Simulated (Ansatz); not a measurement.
Relaxed-ion elastic tensor of Fe (bcc (W type), Im-3m) in GPa (Voigt order), plane-wave PAW PBEsol (Ansatz code); density 8.58 g/cm³, 10.81 Å³ per atom.

```
324  176  176  0.0  0.0  0.0
176  324  176  0.0  0.0  0.0
176  176  324  0.0  0.0  0.0
0.0  0.0  0.0  137  0.0  0.0
0.0  0.0  0.0  0.0  137  0.0
0.0  0.0  0.0  0.0  0.0  137
```

### Question
Is the crystal mechanically stable?

### Answer
Yes: the smallest eigenvalue of C is 137 GPa.

### Question
Work out the Voigt, Reuss and Hill averages.

### Answer
K_V = 226, K_R = 226, K_H = 226; G_V = 112, G_R = 102, G_H = 107 GPa.

### Question
Give Young's modulus, Poisson's ratio, Pugh's ratio and the universal anisotropy index.

### Answer
E = 9KG/(3K + G) = 277 GPa; ν = 0.30; K/G = 2.11 (ductile by the Pugh limit of 1.75); A_U = 5G_V/G_R + K_V/K_R − 6 = 0.47.

### Question
Estimate the sound speeds and the Debye temperature.

### Answer
v_l = √((K + 4G/3)/ρ) = 6550 m/s, v_t = √(G/ρ) = 3530 m/s, mean 3940 m/s; Θ = (h/k)(3n/4πV)^(1/3) v_m = 531 K.

### Question
Give the Zener ratio and Young's modulus along [100], [110] and [111].

### Answer
A = 2C44/(C11 − C12) = 1.85; 1/E = S11 − 2(S11 − S12 − S44/2)Γ with Γ = 0, 1/4, 1/3 gives 200, 290, 342 GPa.

The PBEsol relaxation kept the symmetry of its start. The final state is ferromagnetic, chosen from 3 collinear starts compared on coarse meshes (ties went to the first, and starts can fall back to one state), not a proven ground state. Textbook magnetic order: ferromagnetic. As this level gives no gap, shear constants depend on the k-mesh and smearing (Fermi–Dirac, 0.1 eV here). On the denser mesh and wider smearing of the elastic run this cell carries a stress of 0.4 GPa.

Potentials: the earlier of the program's two PAW sets. The files were generated under PBE; for other functionals the program regenerates the frozen cores, and for LDA and PBEsol the local potential too.
